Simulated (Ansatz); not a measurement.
The relaxed structure here is a generated cell of GaAs: the first start was made by placing the elements on the sites of a structure type, and the end was not matched to a known phase here, so it may be hypothetical. Known forms of GaAs include space group No. 216.

The end point of a relaxation of GaAs. Space group Fdd2 (No. 43). These are r2SCAN (plane waves to 500 eV, PAW, scalar-relativistic; Ansatz, a first-principles code) values and carry that method's errors.

```cif
data_As8Ga8
_chemical_formula_sum 'Ga8 As8'
_space_group_name_H-M_alt 'Fdd2'
_space_group_IT_number 43
_space_group_name_Hall 'F 2 -2d'
_cell_length_a 3.81635
_cell_length_b 7.42380
_cell_length_c 11.93419
_cell_angle_alpha 90.000
_cell_angle_beta 90.000
_cell_angle_gamma 90.000
loop_
_atom_site_label
_atom_site_type_symbol
_atom_site_symmetry_multiplicity
_atom_site_Wyckoff_symbol
_atom_site_fract_x
_atom_site_fract_y
_atom_site_fract_z
_atom_site_occupancy
Ga1 Ga 8 a 0.00000 0.00000 0.14242 1
As1 As 8 a 0.25000 0.25000 0.02425 1
```
(The calculation used a cell of 4 atoms; values per cell refer to that cell.)

Estimate the band gap that r2SCAN returns for this input.

No clear gap: the sampled points leave 0.10 eV away from the symmetry points, which may be a band crossing missed between them.

Estimate the smallest direct gap that r2SCAN returns for this input.

0.18 eV at Γ.

No spin polarisation in the result.

The run could not lose the symmetry of its start, so the end can be a saddle point.

It was reached from a disturbed copy of a P3m1 (No. 156) cell, against which it lies -0.25 eV/atom.
